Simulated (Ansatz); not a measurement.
Space group P6_3/mmc (No. 194). a = 2.456 Å, b = 2.456 Å, c = 4.398 Å, α = 90.00°, β = 90.00°, γ = 120.00°
```
atom site symmetry x y z
  Cr    2c      -6m2  0.3333  0.6667  0.2500
```

Equation of state of this Cr structure (not necessarily the ground state), with shape and atoms relaxed at each volume where symmetry leaves them free. It has no gap at any of these volumes. These are results of Ansatz 0.2.0, DFT PBEsol, scalar-relativistic, plane waves, PAW, not measurements.

Cutoff 420 eV; k points 18×18×10 on the computed 2-atom cell (Γ-centred); Gaussian smearing, width 0.10 eV; no spin polarisation.

| V (Å³/atom) | E − E(largest V) (meV/atom) | P (GPa) |
| --- | --- | --- |
| 10.105 | 86.29 | 42.71 |
| 10.449 | 9.10 | 29.44 |
| 10.794 | -41.61 | 18.08 |
| 11.138 | -69.66 | 8.35 |
| 11.483 | -78.30 | 0.02 |
| 11.827 | -70.34 | -7.12 |
| 12.172 | -48.15 | -13.22 |
| 12.631 | 0.00 | -19.99 |

Task: Fit a third-order Birch–Murnaghan equation to E(V).

Result: V0 = 11.48 Å³/atom, B0 = 257 GPa, B0' = 4.2.

Spin polarisation was left out, and a magnetic state may lie lower.

This form isn't the element's structure at ambient conditions.

Cost: 8 runs of about 2.7 core-minutes in all, on Intel Xeon Platinum 8259CL (Skylake/Cascade Lake) (shared hosts).